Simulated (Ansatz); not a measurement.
This run works on a generated trial structure, not on a known crystal.

Input and command of a plane-wave DFT calculation in Ansatz:

```yaml
crystal:
  lattice:
    - [3.4735527094, 0.0, 0.0]
    - [-1.7367763547, 3.0081848877, 0.0]
    - [0.0, 0.0, 7.3479088484]
  atoms:
    - { symbol: Si, position: [0.3333333333, 0.6666666667, 0.9265217415] }
    - { symbol: Si, position: [0.6666666667, 0.3333333333, 0.7416505074] }
    - { symbol: Cl, position: [0.3333333333, 0.6666666667, 0.2068277511] }
basis:
  ecutwfc: 420
kpoints:
  mp_grid: { grid: [18, 18, 6] }
hamiltonian:
  xc: pbe
scf:
  occupations: { method: gaussian, width: 0.1 }
output:
  forces: true
  stress: true
  eigenvalues: true
relax:
  adjacent_minimum: "off"
  f_tol: 0.01
  max_steps: 80
  cell: { stress_tol: 0.05 }
```

```bash
ansatz run input.yaml --threads 1 --pin off --max-ram 2048MiB --backend cpu --events-out ev --progress --plain --runs-dir out
```

Processor: Intel(R) Xeon(R) 6975P-C (Granite Rapids), 1 thread, on a host shared with other jobs.

Problem. Estimate time, memory and problem size.

Solution. About 74 s, peak memory 0.6 GiB. It solves 12 bands at 202 k points (after reduction by symmetry) with about 1453 plane waves (on the last cell), in 40 SCF iterations over 7 ionic steps.
